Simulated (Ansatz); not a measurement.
The relaxed structure here is a generated cell of CdAu: the first start was made by placing the elements on the sites of a structure type, and the end was not matched to a known phase here, so it may be hypothetical.

A relaxed structure of CdAu. Space group R3m (No. 160). These are PBE (plane waves to 420 eV, PAW, scalar-relativistic; Ansatz, a first-principles code) values and carry that method's errors.

Space group R3m, hexagonal axes (No. 160); a = b = 4.6045 Å, c = 22.6929 Å, α = β = 90.00°, γ = 120.00°

| atom | site | symmetry | x | y | z |
|---|---|---|---|---|---|
| Au | 3a | 3m | 0.0000 | 0.0000 | 0.0248 |
| Au | 3a | 3m | 0.0000 | 0.0000 | 0.7681 |
| Au | 3a | 3m | 0.0000 | 0.0000 | 0.2728 |
| Cd | 3a | 3m | 0.0000 | 0.0000 | 0.8910 |
| Cd | 3a | 3m | 0.0000 | 0.0000 | 0.6456 |
| Cd | 3a | 3m | 0.0000 | 0.0000 | 0.1477 |
(The calculation used a cell of 6 atoms; values per cell refer to that cell.)

```json
{
  "volume_per_atom": "23.15 Å³",
  "band_gap": "zero (metallic)",
  "shortest_distances": "Au–Cd 2.78 Å; Au–Au 3.18 Å; Cd–Cd 3.18 Å",
  "k-mesh": "12×12×12"
}
```

Band energies at high-symmetry points (eV from the Fermi level; labels of this space group; no spin-orbit coupling), from −5 eV up to 5.0 eV:

```csv
point,energies
Γ,-4.90 -4.90 -4.59 -4.47 -4.47 -4.05 -4.05 -3.76 -3.76 -3.37 -3.31 -3.31 -2.96 -2.91 -2.91 3.15 3.50 3.50 3.88 4.73 4.77 4.77
T,-4.81 -4.81 -4.55 -4.55 -4.55 -4.00 -4.00 -3.89 -3.89 -3.57 -3.23 -3.23 -2.90 -2.90 -0.13 0.21 3.32 3.32 3.55 4.46 4.56 4.56
H2,-4.86 -4.56 -4.44 -4.29 -4.22 -4.09 -3.94 -3.89 -3.76 -3.56 -3.42 -3.18 -3.02 -2.83 -2.63 -2.01 -0.89 -0.17 1.09 1.72 3.25 4.45
H0,-4.86 -4.56 -4.44 -4.29 -4.22 -4.09 -3.94 -3.89 -3.76 -3.56 -3.42 -3.18 -3.02 -2.83 -2.63 -2.01 -0.89 -0.17 1.09 1.72 3.25 4.45
L,-4.77 -4.71 -4.60 -4.50 -4.26 -4.24 -4.02 -3.96 -3.84 -3.79 -3.56 -3.55 -3.29 -3.10 -3.02 -2.39 -1.74 -0.11 0.46 1.03 2.20 3.13 4.24
S0,-4.89 -4.55 -4.47 -4.27 -4.22 -4.14 -3.97 -3.84 -3.77 -3.55 -3.40 -3.18 -3.08 -2.81 -2.63 -1.78 -1.30 0.22 0.54 2.02 3.03
S2,-4.89 -4.55 -4.47 -4.27 -4.22 -4.14 -3.97 -3.84 -3.77 -3.55 -3.40 -3.18 -3.08 -2.81 -2.63 -1.78 -1.30 0.22 0.54 2.02 3.03
F,-4.94 -4.67 -4.34 -4.24 -4.13 -4.02 -3.94 -3.74 -3.60 -3.52 -3.52 -3.33 -3.00 -2.96 -2.59 -2.05 0.09 0.09 1.92 3.06 3.76 4.18 4.59
```

No spin polarisation in the result.

The run could not lose the symmetry of its start: the end is stationary, and may be a saddle point rather than a minimum.
